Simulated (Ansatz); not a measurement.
HfSnO₄: relaxed-ion elastic tensor

Method: Ansatz 0.2.0, DFT PBE, scalar-relativistic, plane waves, PAW. Cutoff 420 eV, 8×8×6 k-points (Γ-centred), fixed occupations. No spin polarisation.

Equilibrium structure at this level:
```yaml
crystal:
  lattice:
    - [3.59970, 0.00000, 0.00000]
    - [0.00000, 3.59970, 0.00000]
    - [0.00000, 0.00000, 5.42506]
  atoms:
    - { symbol: Hf, position: [0.00000, 0.00000, 0.00000] }
    - { symbol: Sn, position: [0.50000, 0.50000, 0.50000] }
    - { symbol: O, position: [0.00000, 0.50000, 0.68442] }
    - { symbol: O, position: [0.50000, 0.00000, 0.82157] }
    - { symbol: O, position: [0.50000, 0.00000, 0.31558] }
    - { symbol: O, position: [0.00000, 0.50000, 0.17843] }
```

The structure comes from a generated guess, relaxed at this level; another structure or a mixture of phases may lie lower. Spin–orbit coupling is left out, which matters for heavy elements.

Q: Give the relaxed-ion elastic constants (GPa, Voigt order xx yy zz yz xz xy, on the Cartesian axes of the cell above).

A:
```
 282.8  230.1   64.0    0.0    0.0    0.0
 230.1  282.8   64.0    0.0    0.0    0.0
  64.0   64.0  214.3    0.0    0.0    0.0
   0.0    0.0    0.0 -149.6    0.0    0.0
   0.0    0.0    0.0    0.0 -149.6    0.0
   0.0    0.0    0.0    0.0    0.0  140.9
```

Q: Is the crystal stable against homogeneous strain?

A: No: the tensor has an eigenvalue of -149.6 GPa, so some strain lowers the energy.
